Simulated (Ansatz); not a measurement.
**Ge2Sb2Te5, first-principles data**

Ge2Sb2Te5:
```xyz
9
Lattice="4.1981 0.0000 0.0000 -2.0990 3.6357 0.0000 0.0000 0.0000 16.6470" Properties=species:S:1:pos:R:3 pbc="T T T"
Ge     0.0000     2.4238    14.9698
Ge     2.0990     1.2119     1.6772
Sb     0.0000     0.0000    11.3419
Sb     0.0000     0.0000     5.3051
Te     0.0000     0.0000     0.0000
Te     2.0990     1.2119    13.3295
Te     0.0000     2.4238     3.3175
Te     0.0000     2.4238     9.6254
Te     2.0990     1.2119     7.0215
```

Space group P-3m1 (No. 164); conventional cell a = b = 4.198 Å, c = 16.647 Å, α = β = 90.00°, γ = 120.00°.

Method: DFT-LDA in the program Ansatz with PAW potentials. Structure relaxed to zero pressure with the same functional. Other levels are named where they apply.

### Cell and energy

```
Property                                                       Value
-----------------------------------------------------  -------------
Volume per atom                                             28.23 Å³
Density                                                   6.71 g/cm³
Formation energy from the elements (no fitted shifts)  -0.10 eV/atom
```

### Electronic structure

```
Quantity                                                                                                    Value
------------------------------------  ---------------------------------------------------------------------------
Electronic character                  no gap, with almost no states at the Fermi level (zero-gap or semimetallic)
Density of states at the Fermi level                                 0.00 states/eV per atom (mean over ±0.08 eV)
```

### Mechanics

```
Quantity                                                                                                       Value
--------------------------------------------  ----------------------------------------------------------------------
Elastic constants (relaxed ions, GPa)         C11 = 96.0, C12 = 21.1, C13 = 32.6, C14 = 20.8, C33 = 67.3, C44 = 46.3
Mechanical stability                                                          stable (all eigenvalues of C positive)
Hill bulk and shear moduli                                                                         47.7 and 32.7 GPa
Young's modulus                                                                                             79.9 GPa
Poisson's ratio                                                                                                 0.22
Debye temperature from the elastic constants                                                                   239 K
```

### Phonons

```
Item                                           Result
-----------------------------  ----------------------
Highest zone-centre frequency                170 cm⁻¹
Zone-centre stability          no imaginary mode at Γ
```

The cell was relaxed with LDA under the symmetry of its start. A crystal of weakly bound layers computed without a dispersion correction: the cell and the soft elastic constants depend strongly on that. As this level gives no gap, shear constants depend on the k-mesh and smearing (Fermi–Dirac, 0.1 eV here). As this level gives no gap, phonon frequencies hold no LO–TO term and depend on the k-mesh and smearing (Fermi–Dirac, 0.1 eV here). The references are the lowest solids computed at this level, not always the standard phases. Spin–orbit coupling is left out wherever it is not named.

Potentials: the earlier of the program's two PAW sets.
